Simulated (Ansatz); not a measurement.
Polymorphs of Ag, each relaxed with the program Ansatz at the PBEsol level (PAW):

A: diamond (Fd-3m), a = b = c = 6.040 Å, α = β = γ = 90.00°

B: simple hexagonal (P6/mmm), a = 2.780 Å, b = 2.780 Å, c = 2.704 Å, α = 90.00°, β = 90.00°, γ = 120.00°

C: simple cubic (Pm-3m), a = 2.6844 Å, b = 2.6844 Å, c = 2.6844 Å, α = 90.00°, β = 90.00°, γ = 90.00°

D: β-Sn type (I4_1/amd), a = 5.198 Å, b = 5.198 Å, c = 2.724 Å, α = 90.00°, β = 90.00°, γ = 90.00°

E: bcc (W type) (Im-3m), a = b = c = 3.225 Å, α = β = γ = 90.00°

Question: Rank these by energy per atom at 0 K (lowest first), as PBEsol gives it.

Answer: E (+0 meV/atom), B (+179 meV/atom), D (+245 meV/atom), C (+355 meV/atom), A (+944 meV/atom)

Constructed cells (a structure type filled with these elements, in neither database checked): C. Typed or built starts, not in the databases checked: A; B; D. Not the usual ambient phase: A; B; C; D; E. Unstable at this level: A; B; C; E. All cells were relaxed under the symmetry of their starts (and spin orders); stability against distortions was not tested throughout. Rows with no word on spin ran without spin polarisation. Spin–orbit coupling is left out wherever it is not named.

Energies hold the estimated change up to a 700 eV cutoff; steps of a few meV lie near the error of the meshes.

Potentials: the later of the program's two PAW sets.
